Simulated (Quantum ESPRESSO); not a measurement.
In3Hf4Al, input and log of a self-consistent run

Simulated, not a measurement. The program is pw.x of Quantum ESPRESSO 7.5 (plane-wave density functional theory). The cell is made up: eight metal atoms on a face-centred cubic lattice, with elements, volume, strain and displacements drawn at random and not relaxed, so it may be unstable or far from any real phase. PseudoDojo standard norm-conserving files set the functional (PBE unless stated); there is no spin polarisation or spin-orbit coupling, the Fermi-Dirac width of 0.25 eV means electrons at about 2900 K, and the masses in the input are unused placeholders. Heavy elements are run without spin-orbit coupling, which real alloys of them have. A spin test at this wide smearing found no moment, but such smearing suppresses magnetism that the real alloy may have.

Input:

```
&control calculation='scf', pseudo_dir='./dojo.nc.sr.pbe.v0_5.standard.upf', outdir='./o', disk_io='minimal', tprnfor=.true., tstress=.true. /
&system ibrav=0, nat=8, ntyp=3, nbnd=58, ecutwfc=69.97070942, nosym=.true., tot_charge=0,
 occupations='smearing', smearing='fd', degauss=0.0183746611
/
&electrons conv_thr=1.470e-08, electron_maxstep=70, mixing_beta=0.5 /
ATOMIC_SPECIES
Al 1.0 Al.upf
Hf 1.0 Hf.upf
In 1.0 In.upf
CELL_PARAMETERS angstrom
0.0 0.0 -4.3136
-4.3136 0.0 0.0
2.1568 8.6272 2.1568
ATOMIC_POSITIONS angstrom
In 0.006 0.1813 -0.0388
In -2.1396 2.0692 -0.0978
Hf -0.007 4.327 0.0546
Hf -2.2373 6.5142 -0.0158
Al -2.0493 0.063 -2.089
Hf 0.0724 2.0785 -2.0991
In -2.3089 4.311 -2.3124
Hf -0.0153 6.3421 -2.1553
K_POINTS automatic
6 6 3 1 1 1
```

The log is shortened where brackets say so; the opening notice, blank lines, dates and the lines on written files are dropped, and the path of the files is cut. It prints rydbergs, bohrs and kilobars, and counts compression as positive stress. Its total energy is the free energy E - TS of the whole cell.

```
     Program PWSCF v.7.5
     Parallel version (MPI & OpenMP), running on       4 processor cores
     Number of MPI processes:                 4
     Threads/MPI process:                     1
     [start-up lines left out]
     bravais-lattice index     =            0
     lattice parameter (alat)  =       8.1515  a.u.
     unit-cell volume          =    1083.2937 (a.u.)^3
     number of atoms/cell      =            8
     number of atomic types    =            3
     number of electrons       =        90.00
     number of Kohn-Sham states=           58
     kinetic-energy cutoff     =      69.9707  Ry
     charge density cutoff     =     279.8828  Ry
     scf convergence threshold =      1.5E-08
     mixing beta               =       0.5000
     number of iterations used =            8  plain     mixing
     Exchange-correlation= PBE
                           (   1   4   3   4   0   0   0)
     [axes and pseudopotential details left out]
   Cartesian axes
     site n.     atom                  positions (alat units)
         1        In     tau(   1) = (   0.0013909   0.0420299  -0.0089948  )
         2        In     tau(   2) = (  -0.4960126   0.4796921  -0.0226725  )
         3        Hf     tau(   3) = (  -0.0016228   1.0031065   0.0126576  )
         4        Hf     tau(   4) = (  -0.5186619   1.5101539  -0.0036628  )
         5        Al     tau(   5) = (  -0.4750788   0.0146050  -0.4842823  )
         6        Hf     tau(   6) = (   0.0167841   0.4818481  -0.4866237  )
         7        In     tau(   7) = (  -0.5352606   0.9993973  -0.5360720  )
         8        Hf     tau(   8) = (  -0.0035469   1.4702569  -0.4996523  )
     number of k points=    54  Fermi-Dirac smearing, width (Ry)=  0.0184
                       cart. coord. in units 2pi/alat
        k(    1) = (  -0.0833333   0.1250000  -0.0833333), wk =   0.0370370
        k(    2) = (  -0.0833333  -0.2083333  -0.0833333), wk =   0.0370370
     [further k points left out]
     Dense  grid:    85747 G-vectors     FFT dimensions: (  45,  45,  96)
     Estimated max dynamical RAM per process >     277.41 MB
     Estimated total dynamical RAM >       1.02 GB
     Initial potential from superposition of free atoms
     starting charge      89.9785, renormalised to      90.0000
     Starting wfcs are   71 randomized atomic wfcs
     total cpu time spent up to now is        4.9 secs
     per-process dynamical memory:   223.0 Mb
     Self-consistent Calculation
     iteration #  1     ecut=    69.97 Ry     beta= 0.50
     Davidson diagonalization with overlap
     ethr =  1.00E-02,  avg # of iterations =  2.3
     Threshold (ethr) on eigenvalues was too large:
     Diagonalizing with lowered threshold
     Davidson diagonalization with overlap
     ethr =  4.41E-04,  avg # of iterations =  3.0
     total cpu time spent up to now is       27.7 secs
     total energy              =    -854.52323309 Ry
     estimated scf accuracy    <       0.42459552 Ry
     iteration #  2     ecut=    69.97 Ry     beta= 0.50
     Davidson diagonalization with overlap
     ethr =  4.72E-04,  avg # of iterations =  7.4
     total cpu time spent up to now is       42.6 secs
     total energy              =    -854.09916488 Ry
     estimated scf accuracy    <       6.99489866 Ry
     iteration #  3     ecut=    69.97 Ry     beta= 0.50
     Davidson diagonalization with overlap
     ethr =  4.72E-04,  avg # of iterations =  5.7
     total cpu time spent up to now is       55.1 secs
     total energy              =    -854.64594300 Ry
     estimated scf accuracy    <       0.42458738 Ry
     iteration #  4     ecut=    69.97 Ry     beta= 0.50
     Davidson diagonalization with overlap
     ethr =  4.72E-04,  avg # of iterations =  2.0
     total cpu time spent up to now is       66.1 secs
     total energy              =    -854.67698196 Ry
     estimated scf accuracy    <       0.31434253 Ry
     iteration #  5     ecut=    69.97 Ry     beta= 0.50
     Davidson diagonalization with overlap
     ethr =  3.49E-04,  avg # of iterations =  1.4
     total cpu time spent up to now is       74.9 secs
     total energy              =    -854.70383754 Ry
     estimated scf accuracy    <       0.01175594 Ry
     [iterations 6 to 8 left out]
     iteration #  9     ecut=    69.97 Ry     beta= 0.50
     Davidson diagonalization with overlap
     ethr =  5.84E-08,  avg # of iterations =  2.3
     total cpu time spent up to now is      122.4 secs
     total energy              =    -854.70589240 Ry
     estimated scf accuracy    <       0.00001030 Ry
     iteration # 10     ecut=    69.97 Ry     beta= 0.50
     Davidson diagonalization with overlap
     ethr =  1.14E-08,  avg # of iterations =  2.9
     total cpu time spent up to now is      132.6 secs
     total energy              =    -854.70589390 Ry
     estimated scf accuracy    <       0.00000042 Ry
     iteration # 11     ecut=    69.97 Ry     beta= 0.50
     Davidson diagonalization with overlap
     ethr =  4.67E-10,  avg # of iterations =  5.3
     total cpu time spent up to now is      146.0 secs
     total energy              =    -854.70589413 Ry
     estimated scf accuracy    <       0.00000009 Ry
     iteration # 12     ecut=    69.97 Ry     beta= 0.50
     Davidson diagonalization with overlap
     ethr =  9.72E-11,  avg # of iterations =  2.8
     total cpu time spent up to now is      156.8 secs
     total energy              =    -854.70589414 Ry
     estimated scf accuracy    <       0.00000002 Ry
     iteration # 13     ecut=    69.97 Ry     beta= 0.50
     Davidson diagonalization with overlap
     ethr =  2.62E-11,  avg # of iterations =  2.6
     total cpu time spent up to now is      166.6 secs
     End of self-consistent calculation
     [lines on levels left out]
!    total energy              =    -854.70589414 Ry
     estimated scf accuracy    <          6.4E-09 Ry
     smearing contrib. (-TS)   =      -0.07897434 Ry
     internal energy E=F+TS    =    -854.62691980 Ry
     The total energy is F=E-TS. E is the sum of the following terms:
     one-electron contribution =    -182.65173389 Ry
     hartree contribution      =     147.47152305 Ry
     xc contribution           =    -237.07503875 Ry
     ewald contribution        =    -582.37167020 Ry
     convergence has been achieved in  13 iterations
     Forces acting on atoms (cartesian axes, Ry/au):
     atom    1 type  3   force =     0.00759664   -0.09496903    0.02933734
     atom    2 type  3   force =     0.00638632    0.04561701    0.03306616
     atom    3 type  2   force =    -0.03251826   -0.03016873   -0.05073744
     atom    4 type  2   force =     0.02701473    0.04934743   -0.00363133
     atom    5 type  1   force =    -0.01999789   -0.03500789   -0.02170365
     atom    6 type  2   force =    -0.02558343    0.01436941   -0.04544187
     atom    7 type  3   force =     0.06407892   -0.00391724    0.05385885
     atom    8 type  2   force =    -0.02697703    0.05472904    0.00525195
     Total force =     0.191489     Total SCF correction =     0.000437
     Computing stress (Cartesian axis) and pressure
          total   stress  (Ry/bohr**3)                   (kbar)     P=       94.97
   0.00056707  -0.00001255   0.00006260           83.42       -1.85        9.21
  -0.00001255   0.00076756  -0.00002331           -1.85      112.91       -3.43
   0.00006260  -0.00002331   0.00060216            9.21       -3.43       88.58
     init_run     :      4.58s CPU      4.78s WALL (       1 calls)
     electrons    :    160.59s CPU    161.71s WALL (       1 calls)
     forces       :      2.04s CPU      2.07s WALL (       1 calls)
     stress       :      6.79s CPU      6.98s WALL (       1 calls)
     [timing details left out]
     PWSCF        :   2m54.14s CPU   2m55.76s WALL
     JOB DONE.
```

In other units: free energy -11628.866 eV for the cell, pressure 9.50 GPa, largest force component 2.442 eV/Å in size. The run took 178 s of wall time with four MPI processes on a shared machine (Intel Xeon, 2023 or later, virtual cores), so the time is rough. A rerun of this cell at a higher cutoff and on a denser mesh moved values by no more than 0.004 eV in energy, 0.03 GPa in stress and 0.004 eV/Å in force, and a second program with other atomic files agreed on that cell to 2 % rms in force and 0.5 GPa in pressure.